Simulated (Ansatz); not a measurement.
MoN₂:
```
CELL_PARAMETERS angstrom
      4.29037     0.00000     0.00000
      0.00000     4.29037     0.00000
      0.00000     0.00000     2.72403
ATOMIC_POSITIONS crystal
  Mo 0.50000 0.50000 0.00000
  Mo 0.00000 0.00000 0.00000
  N  0.88731 0.38731 0.50000
  N  0.11269 0.61269 0.50000
  N  0.61269 0.88731 0.50000
  N  0.38731 0.11269 0.50000
```

Relaxed with PBEsol.

Which orbitals make up the states near the Fermi level in plane-wave PAW PBEsol (Ansatz code)?

Within 0.5 eV of the Fermi level: Mo 4d 62 %, N 2p 33 %. Projections are on Löwdin-orthogonalised atomic valence shells; empty p or d shells of many metals are not among them.

Tabulate the density of states.

States/eV per cell of 6 atoms, in 0.25 eV bins, energy from the Fermi level.

```tsv
E (eV)	total	Mo 4d	N 2p	N 2s
-7.85	2.16	0.44	1.52	0.13
-7.60	1.37	0.26	1.00	0.06
-7.35	1.05	0.18	0.79	0.04
-7.10	1.97	0.41	1.37	0.12
-6.85	2.65	0.56	1.84	0.16
-6.60	2.32	0.53	1.60	0.13
-6.35	2.36	0.56	1.63	0.12
-6.10	3.15	0.76	2.19	0.14
-5.85	3.03	0.79	2.06	0.11
-5.60	3.54	0.98	2.36	0.12
-5.35	3.02	0.83	1.99	0.11
-5.10	2.43	0.67	1.60	0.08
-4.85	2.17	0.68	1.37	0.05
-4.60	2.01	0.80	1.10	0.03
-4.35	2.37	1.02	1.23	0.04
-4.10	3.07	1.52	1.40	0.05
-3.85	3.51	2.01	1.34	0.06
-3.60	2.44	1.22	1.09	0.07
-3.35	1.99	0.77	1.06	0.09
-3.10	1.96	0.74	1.07	0.09
-2.85	2.64	0.99	1.44	0.12
-2.60	1.98	0.82	1.04	0.07
-2.35	2.27	1.01	1.15	0.06
-2.10	3.20	1.64	1.43	0.06
-1.85	2.61	1.60	0.92	0.05
-1.60	2.53	1.58	0.84	0.06
-1.35	2.96	1.98	0.85	0.06
-1.10	2.20	1.32	0.77	0.06
-0.85	2.08	1.31	0.67	0.05
-0.60	1.83	1.08	0.66	0.05
-0.35	1.85	1.08	0.67	0.05
-0.10	1.55	0.91	0.56	0.04
0.15	1.79	1.12	0.58	0.04
0.40	1.72	1.20	0.44	0.04
0.65	2.08	1.57	0.41	0.05
0.90	2.07	1.63	0.36	0.04
1.15	2.05	1.65	0.33	0.04
1.40	2.04	1.67	0.30	0.04
1.65	2.19	1.82	0.29	0.05
1.90	2.78	2.24	0.36	0.12
2.15	4.21	3.32	0.55	0.26
2.40	3.65	2.72	0.56	0.29
2.65	2.66	1.78	0.51	0.31
2.90	3.28	2.05	0.73	0.41
3.15	4.58	2.70	1.12	0.63
3.40	4.67	2.66	1.28	0.60
3.65	3.70	2.00	1.23	0.31
3.90	4.20	2.20	1.54	0.26
4.15	2.83	1.46	1.14	0.12
4.40	2.21	1.08	0.95	0.11
4.65	1.98	0.95	0.89	0.08
```

Space group P4/mbm. The workflow started from a Materials Project entry (that database holds measured and hypothetical structures alike); the Crystallography Open Database copy checked does not list it. Whether it is the stable phase at ambient conditions was not checked. The PBEsol relaxation kept the symmetry of its start; whether a distortion lowers the energy is not shown. No spin polarisation was allowed. Scalar-relativistic: spin–orbit coupling is off unless named, which matters more the heavier the elements.

Potentials: the later of the program's two PAW sets.
